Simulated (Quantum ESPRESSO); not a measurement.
Band energies of MoCl$_{6}$

```
MoCl6
1.0
    6.17348     0.00000     0.00000
   -3.08674     5.34639     0.00000
    0.00000     0.00000     5.66592
Cl Mo
6 1
Cartesian
  0.93717   1.62322   1.50878
  2.14957   3.72317   4.15714
  4.29915   0.00000   1.50878
  1.87433   0.00000   4.15714
 -2.14957   3.72317   1.50878
 -0.93717   1.62322   4.15714
  0.00000   0.00000   2.83296
```

LDA (Quantum ESPRESSO, PseudoDojo norm-conserving, 80 Ry, without SOC); path ΓMKΓALHA,LM,KH; energies in eV from the valence-band maximum.

```
k (1/Å)  point  band 24  band 25  band 26  band 27  band 28  band 29  band 30  band 31
-------  -----  -------  -------  -------  -------  -------  -------  -------  -------
0.00         Γ    -0.38    -0.38    -0.25    -0.25    -0.14     0.94     1.50     1.50
0.29              -0.60    -0.38    -0.38    -0.26    -0.14     1.05     1.41     1.61
0.59         M    -0.61    -0.50    -0.38    -0.29    -0.06     1.04     1.33     1.71
0.59         K    -0.86    -0.41    -0.39    -0.39     0.00     1.16     1.50     1.50
0.81              -0.77    -0.50    -0.35    -0.24    -0.11     1.12     1.40     1.62
1.04              -0.53    -0.44    -0.40    -0.26    -0.12     1.03     1.45     1.56
1.27         Γ    -0.38    -0.38    -0.25    -0.25    -0.14     0.94     1.50     1.50
1.45              -0.51    -0.34    -0.34    -0.24    -0.24     1.09     1.46     1.46
1.64              -0.76    -0.33    -0.33    -0.23    -0.23     1.26     1.37     1.37
1.82         A    -0.47    -0.33    -0.33    -0.32    -0.32     1.31     1.32     1.32
2.02              -0.51    -0.49    -0.45    -0.29    -0.25     1.27     1.34     1.46
2.21              -0.58    -0.58    -0.39    -0.33    -0.28     1.12     1.36     1.65
2.41         L    -0.60    -0.59    -0.40    -0.38    -0.26     1.03     1.35     1.73
2.58              -0.68    -0.64    -0.34    -0.33    -0.26     1.11     1.31     1.72
2.75         H    -0.69    -0.66    -0.31    -0.31    -0.25     1.23     1.23     1.72
2.88              -0.69    -0.66    -0.32    -0.29    -0.27     1.19     1.27     1.71
3.02              -0.69    -0.60    -0.36    -0.33    -0.24     1.21     1.29     1.66
3.15              -0.58    -0.54    -0.44    -0.31    -0.23     1.26     1.31     1.54
3.43         A    -0.47    -0.33    -0.33    -0.32    -0.32     1.31     1.32     1.32
3.43         L    -0.60    -0.59    -0.40    -0.38    -0.26     1.03     1.35     1.73
3.61              -0.78    -0.60    -0.31    -0.30    -0.17     1.06     1.45     1.63
3.80              -0.73    -0.49    -0.39    -0.30    -0.11     1.09     1.42     1.63
3.98         M    -0.61    -0.50    -0.38    -0.29    -0.06     1.04     1.33     1.71
3.98         K    -0.86    -0.41    -0.39    -0.39     0.00     1.16     1.50     1.50
4.12              -0.84    -0.63    -0.31    -0.31    -0.03     1.33     1.44     1.44
4.26              -0.98    -0.78    -0.23    -0.23    -0.11     1.33     1.33     1.55
4.53         H    -0.69    -0.66    -0.31    -0.31    -0.25     1.23     1.23     1.72
```

The LDA gap is indirect, 0.94 eV, from K to Γ; the smallest direct gap is 1.08 eV.

Spin-orbit splittings are left out.

Geometry of the Materials Project entry, not relaxed at this level.

The structure is a Materials Project entry; no match was found in the copy of COD used, and its stability was not checked.
